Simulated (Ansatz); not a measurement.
Al2O3:
```
Al2O3
1.0
   -4.44285     4.44285     4.44285
    4.44285    -4.44285     4.44285
    4.44285     4.44285    -4.44285
Al O
16 24
Cartesian
  2.22143   2.22143   2.22143
 -2.22143   2.22143   2.22143
  2.22143   2.22143  -2.22143
  2.22143  -2.22143   2.22143
  4.10744   0.00000   2.22143
  0.33542   0.00000   6.66428
  2.22143   4.10744   0.00000
  6.66428   0.33542   0.00000
  0.00000   2.22143   4.10744
  0.00000   6.66428   0.33542
  0.33542   4.44285   2.22143
  4.10744   4.44285  -2.22143
  2.22143   0.33542   4.44285
 -2.22143   4.10744   4.44285
  4.44285   2.22143   0.33542
  4.44285  -2.22143   4.10744
  3.45766   1.41906   3.43100
  5.42804   3.02380   3.43100
  0.98519   1.41906   5.45471
 -0.98519   3.02380   5.45471
  3.43100   3.45766   1.41906
  3.43100   5.42804   3.02380
  5.45471   0.98519   1.41906
  5.45471  -0.98519   3.02380
  1.41906   3.43100   3.45766
  3.02380   3.43100   5.42804
  1.41906   5.45471   0.98519
  3.02380   5.45471  -0.98519
  0.98519   3.02380   1.01185
 -0.98519   1.41906   1.01185
  3.45766   3.02380  -1.01185
  5.42804   1.41906  -1.01185
  1.01185   0.98519   3.02380
  1.01185  -0.98519   1.41906
 -1.01185   3.45766   3.02380
 -1.01185   5.42804   1.41906
  3.02380   1.01185   0.98519
  1.41906   1.01185  -0.98519
  3.02380  -1.01185   3.45766
  1.41906  -1.01185   5.42804
```

Relaxed with r²SCAN. Independent-particle spectrum: no excitons, no local fields, no scissors shift; 0.1 eV broadening; ε₁ of the summed bands alone.

**Question.** Tabulate the dielectric function from plane-wave PAW r²SCAN (Ansatz code).

**Answer.** 

```tsv
E (eV)	ε₁ xx	ε₂ xx
0.0	2.82	0.00
0.5	2.83	0.00
1.0	2.84	0.00
1.5	2.85	0.00
2.0	2.87	0.00
2.5	2.90	0.00
3.0	2.94	0.00
3.5	2.98	0.00
4.0	3.04	0.00
4.5	3.11	0.00
5.0	3.20	0.00
5.5	3.32	0.00
6.0	3.50	0.00
6.5	3.81	0.22
7.0	3.91	0.43
7.5	3.90	0.65
8.0	3.95	0.79
8.5	4.05	0.95
9.0	4.21	0.99
9.5	4.46	1.61
10.0	4.16	1.92
10.5	4.30	1.90
11.0	4.92	2.52
11.5	3.92	4.00
12.0	3.47	4.08
```

**Question.** From ε at 7.8 eV (xx: 3.93 + 0.73i), find n, k, the normal reflectivity and the absorption coefficient.

**Answer.** n = 1.99, k = 0.183, R = 11 %, α = 2kE/ħc = 140000 cm⁻¹.

With all bands, ε∞ without local fields is 3.04. DFPT, with local fields, gives 3.04.

Space group Ia-3 (bixbyite). A made-up cell: these elements were put on the sites of a structure type; the Crystallography Open Database copy checked does not list it. It is not the phase usual at ambient conditions (space group No. 167). Symmetry was held in the r²SCAN relaxation; of distortions, only those at the zone centre were tested.

Potentials: the later of the program's two PAW sets.
